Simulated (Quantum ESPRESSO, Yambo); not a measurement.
SrNH (space group Pnma, No. 62). The geometry is that of Materials Project entry mp-1187172, symmetrised and not relaxed again. Chain: norm-conserving LDA (Quantum ESPRESSO, 84 Ry, scalar-relativistic); G0W0 in Yambo (2×4×2 Γ-centred k mesh, 243 bands and a 7 Ry block in the screening, 243 bands in G with the Bruneval-Gonze terminator, plasmon pole fitted at 27.2 eV); BSE (2×4×4 mesh, 12 valence and 22 conduction bands, static screening with 94 bands and a 3 Ry block, scissor 1.40 eV, Tamm-Dancoff).

```yaml
LDA gap (dense path): 1.85 eV
LDA gap Γ → (0, -0.5, 0) on the GW mesh: 1.85 eV
LDA smallest direct gap on the GW mesh, at Γ: 1.90 eV
G0W0 direct gap at that point: 3.29 eV
G0W0 correction to the gap Γ → (0, -0.5, 0): 1.44 eV
lowest_exciton: no binding energy given (see below)
```

Rough cost of the Yambo steps against G0W0 for 12 states: BSE within a factor of two.

Nearest settings tried, and what they do to the gap: 158 bands in G: +4 meV; 6 Ry block (279 vectors against 371): -55 meV; 1×2×2 mesh: -151 meV. Not varied: bands in W. So the settings aren't converged at that level. The BSE states are vertical excitations (zero momentum). The lowest state covers only about 1 of the 32 k points, so the mesh doesn't resolve it: its energy and its distance from the direct gap are mesh artefacts. An extended exciton needs a far denser mesh. Axes are Cartesian, with cell vectors (Å) (7.54, 0.00, 0.00), (0.00, 3.95, 0.00), (0.00, 0.00, 5.60).

The structure is a Materials Project entry; no match was found in the copy of COD used, and its stability was not checked.
